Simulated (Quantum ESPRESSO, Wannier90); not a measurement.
## Sb (simple cubic, model phase): Wannier90 run

```
begin unit_cell_cart
ang
    3.0833400000    0.0000000000    0.0000000000
    0.0000000000    3.0833400000    0.0000000000
    0.0000000000    0.0000000000    3.0833400000
end unit_cell_cart
begin atoms_frac
Sb   0.0000000000  0.0000000000  0.0000000000
end atoms_frac
```

Structure: Materials Project mp-133, symmetrised, not relaxed again. This isn't the element's usual structure (rhombohedral); take it as a model of another phase. Computed values, not measurements, from PBEsol: Quantum ESPRESSO (norm-conserving PseudoDojo potentials, cutoff 64 Ry, no spin polarisation, no spin-orbit coupling) on a Γ-centred 10×10×10 mesh, then Wannier90. Density: 10×10×10 mesh, cold smearing 0.01 Ry. Spin-orbit coupling is left out although heavy elements are present.

A tight-binding model is made by disentanglement and projection with no localisation steps (num_iter = 0), so the 4 orbitals stay atom-like: hydrogen-like Sb: s;p, axes along x, y, z; frozen window up to 1.50 eV relative to the Fermi level. It follows pw.x to 21 meV rms for states up to 1.0 eV relative to the Fermi level. Matrix elements depend on this choice of orbitals and windows.

The 45 largest hoppings ⟨m,0|H|n,R⟩ between different sites (one of each Hermitian pair; signs follow the real orbitals' lobes; the list may end inside a set of equal values):

| m | n | R | distance of the centres (Å) | t (eV) |
|---|---|---|---|---|
| Sb1 pz | Sb1 pz | 0 0 1 | 3.08 | 2.187 |
| Sb1 py | Sb1 py | 0 1 0 | 3.08 | 2.187 |
| Sb1 px | Sb1 px | 1 0 0 | 3.08 | 2.187 |
| Sb1 s | Sb1 pz | 0 0 1 | 3.08 | 1.271 |
| Sb1 pz | Sb1 s | 0 0 1 | 3.08 | -1.271 |
| Sb1 s | Sb1 py | 0 1 0 | 3.08 | 1.271 |
| Sb1 py | Sb1 s | 0 1 0 | 3.08 | -1.271 |
| Sb1 s | Sb1 px | 1 0 0 | 3.08 | 1.271 |
| Sb1 px | Sb1 s | 1 0 0 | 3.08 | -1.271 |
| Sb1 s | Sb1 s | 0 0 1 | 3.08 | -0.662 |
| Sb1 s | Sb1 s | 0 1 0 | 3.08 | -0.662 |
| Sb1 s | Sb1 s | 1 0 0 | 3.08 | -0.662 |
| Sb1 px | Sb1 px | 0 0 1 | 3.08 | -0.528 |
| Sb1 py | Sb1 py | 0 0 1 | 3.08 | -0.528 |
| Sb1 pz | Sb1 pz | 0 1 0 | 3.08 | -0.528 |
| Sb1 px | Sb1 px | 0 1 0 | 3.08 | -0.528 |
| Sb1 pz | Sb1 pz | 1 0 0 | 3.08 | -0.528 |
| Sb1 py | Sb1 py | 1 0 0 | 3.08 | -0.528 |
| Sb1 pz | Sb1 pz | 0 0 2 | 6.17 | 0.370 |
| Sb1 py | Sb1 py | 0 2 0 | 6.17 | 0.370 |
| Sb1 px | Sb1 px | 2 0 0 | 6.17 | 0.370 |
| Sb1 s | Sb1 pz | 0 0 2 | 6.17 | 0.169 |
| Sb1 pz | Sb1 s | 0 0 2 | 6.17 | -0.169 |
| Sb1 s | Sb1 py | 0 2 0 | 6.17 | 0.169 |
| Sb1 py | Sb1 s | 0 2 0 | 6.17 | -0.169 |
| Sb1 s | Sb1 px | 2 0 0 | 6.17 | 0.169 |
| Sb1 px | Sb1 s | 2 0 0 | 6.17 | -0.169 |
| Sb1 pz | Sb1 py | 0 1 -1 | 4.36 | -0.105 |
| Sb1 py | Sb1 pz | 0 1 -1 | 4.36 | -0.105 |
| Sb1 pz | Sb1 py | 0 1 1 | 4.36 | 0.105 |
| Sb1 py | Sb1 pz | 0 1 1 | 4.36 | 0.105 |
| Sb1 px | Sb1 py | 1 -1 0 | 4.36 | -0.105 |
| Sb1 py | Sb1 px | 1 -1 0 | 4.36 | -0.105 |
| Sb1 pz | Sb1 px | 1 0 -1 | 4.36 | -0.105 |
| Sb1 px | Sb1 pz | 1 0 -1 | 4.36 | -0.105 |
| Sb1 pz | Sb1 px | 1 0 1 | 4.36 | 0.105 |
| Sb1 px | Sb1 pz | 1 0 1 | 4.36 | 0.105 |
| Sb1 px | Sb1 py | 1 1 0 | 4.36 | 0.105 |
| Sb1 py | Sb1 px | 1 1 0 | 4.36 | 0.105 |
| Sb1 s | Sb1 s | 0 0 2 | 6.17 | -0.085 |
| Sb1 s | Sb1 s | 0 2 0 | 6.17 | -0.085 |
| Sb1 s | Sb1 s | 2 0 0 | 6.17 | -0.085 |
| Sb1 pz | Sb1 pz | 0 0 3 | 9.25 | 0.081 |
| Sb1 py | Sb1 py | 0 3 0 | 9.25 | 0.081 |
| Sb1 px | Sb1 px | 3 0 0 | 9.25 | 0.081 |
